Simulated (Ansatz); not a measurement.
A geometry of Ni away from equilibrium: step 2 of the relaxation of a relaxed Ni cell, doubled along one cell vector, shaken by Gaussian noise of σ = 0.08 Å a coordinate. The numbers are results of r2SCAN (plane waves to 500 eV, PAW, scalar-relativistic; Ansatz, a program for electronic structure), not measurements. Γ-centred k-mesh 16×8×16 on the run's cell (coarser than for final values), Fermi–Dirac smearing 0.05 eV.

```
Ni
1.0
    0.00019     1.73912     1.73946
    3.48466    -0.00091     3.48020
    1.74175     1.73918     0.00013
Ni
2
Direct
  0.95767   0.01682   0.93786
  0.01671   0.51593   0.93804
```
Spin-polarised start, with parallel moments on Ni.

What forces act on the atoms (eV/Å)?


```tsv
atom	Fx	Fy	Fz
Ni1	-0.02	0.29	0.25
Ni2	0.02	-0.29	-0.25
```

What is the pressure?

+0.6 GPa, compression positive.

How far above the relaxed end point is this geometry?

0.01 eV/atom; the path ends in Fm-3m (No. 225) (fcc (Cu type)).

Spin state reached: ferromagnetic (net 0.74 μB/atom), from parallel starting moments; other spin orders were not run from this start. r2SCAN tends to overstate moments in metals.

The run could not lose the symmetry of its start.
